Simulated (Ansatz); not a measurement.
GaN:
```cif
data_GaN
_chemical_formula_sum 'Ga1 N1'
_space_group_name_H-M_alt 'P 1'
_space_group_IT_number 1
_cell_length_a 2.98187
_cell_length_b 2.98187
_cell_length_c 2.98187
_cell_angle_alpha 60.000
_cell_angle_beta 60.000
_cell_angle_gamma 60.000
loop_
_space_group_symop_operation_xyz
  'x, y, z'
loop_
_atom_site_label
_atom_site_type_symbol
_atom_site_fract_x
_atom_site_fract_y
_atom_site_fract_z
_atom_site_occupancy
Ga1 Ga 0.00000 0.00000 0.00000 1
N1 N 0.50000 0.50000 0.50000 1
```

Relaxed with r²SCAN. The program Ansatz at the r²SCAN level (PAW) gives a gap of 1.16 eV.

Task: What gap does HSE06 give on the same cell (Ansatz, PAW)?

Result: 1.90 eV, 0.74 eV more. The hybrid was solved on a coarser mesh and at special points; its gap is the smallest among all of these.

```json
[
 {"k": "Γ", "v1 r²SCAN": "-0.53", "c1 r²SCAN": "2.84", "v1 HSE06": "?", "c1 HSE06": "?"},
 {"k": "X", "v1 r²SCAN": "-3.15", "c1 r²SCAN": "1.16", "v1 HSE06": "-3.31", "c1 HSE06": "1.90"},
 {"k": "L", "v1 r²SCAN": "-0.20", "c1 r²SCAN": "5.38", "v1 HSE06": "?", "c1 HSE06": "?"},
 {"k": "W", "v1 r²SCAN": "-4.61", "c1 r²SCAN": "5.74", "v1 HSE06": "?", "c1 HSE06": "?"},
 {"k": "K", "v1 r²SCAN": "-2.19", "c1 r²SCAN": "3.78", "v1 HSE06": "?", "c1 HSE06": "?"}
]
```

Task: Top valence (v1) and lowest conduction level (c1) in eV from each method's valence maximum (which need not be a listed point): supply the withheld HSE06 values.

Result: 
- L, v1 HSE06: -0.22
- L, c1 HSE06: 5.96
- K, v1 HSE06: -2.32
- K, c1 HSE06: 4.55
- W, v1 HSE06: -4.82
- W, c1 HSE06: 6.66
- Γ, v1 HSE06: -0.54
- Γ, c1 HSE06: 3.61

Cost on shared cores: the r²SCAN run (SCF on a 11×11×11 mesh, then bands and DOS) around 12 core-seconds (rough), the HSE06 run (SCF on 8×8×8, then a few points) about 100 core-seconds (a rough figure); the tasks are unlike.

Space group Fm-3m (rock salt). This is a known high-pressure phase of the composition, computed here at zero pressure and temperature. The cell was relaxed with r²SCAN under the symmetry of its start; whether a distortion lowers the energy is not shown. Scalar-relativistic: spin–orbit coupling is off unless named, which matters more the heavier the elements.

Potentials: the later of the program's two PAW sets.
